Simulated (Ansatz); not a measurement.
Starting cell, LiCl (rock salt):

```yaml
crystal:
  lattice:
    - [0.00000, 2.57520, 2.57520]
    - [2.57520, 0.00000, 2.57520]
    - [2.57520, 2.57520, 0.00000]
  atoms:
    - { symbol: Cl, position: [0.00000, 0.00000, 0.00000] }
    - { symbol: Li, position: [0.50000, 0.50000, 0.50000] }
```

In this cell atom 1 (Cl, nearest neighbour Li at 2.575 Å; its periodic images, 3.6 Å or more away, move with it) is moved by s along Cartesian z, unit vector (0.000, 0.000, 1.000); all other atoms and the cell stay fixed.

Calculation: PBE (plane waves to 420 eV, PAW, scalar-relativistic; Ansatz, an electronic-structure program). k mesh 9×9×9 (Γ-centred), Fermi-Dirac smearing 0.05 eV. E stands for the smeared free energy. LiCl was relaxed with its symmetry unable to fall. The zero of ΔE is the undisplaced structure.

| s (Å) | ΔE (meV/cell) |
|---|---|
| -0.520 | 207.9 |
| -0.416 | 101.9 |
| -0.312 | 44.5 |
| -0.208 | 15.9 |
| -0.104 | 3.4 |
| 0.000 | 0.0 |
| 0.104 | 3.4 |
| 0.208 | 15.9 |
| 0.312 | 44.5 |
| 0.416 | 101.9 |
| 0.520 | 207.9 |

Question: What force constant k = d²E/ds² at s = 0 does the table give?

Answer: 0.6 eV/Å². It is the second difference of the nearest points, corrected with the next pair.

Question: With k = 0.59 eV/Å² from the forces, is the well harmonic out to s = 0.520 Å?

Answer: ½ks² = 80.2 meV/cell against the computed 207.9 meV/cell, so the well is stiffer than harmonic there.

(For displaced atoms, the force is minus the slope of the energy, and its curvature is a force constant, which sets phonon frequencies.)
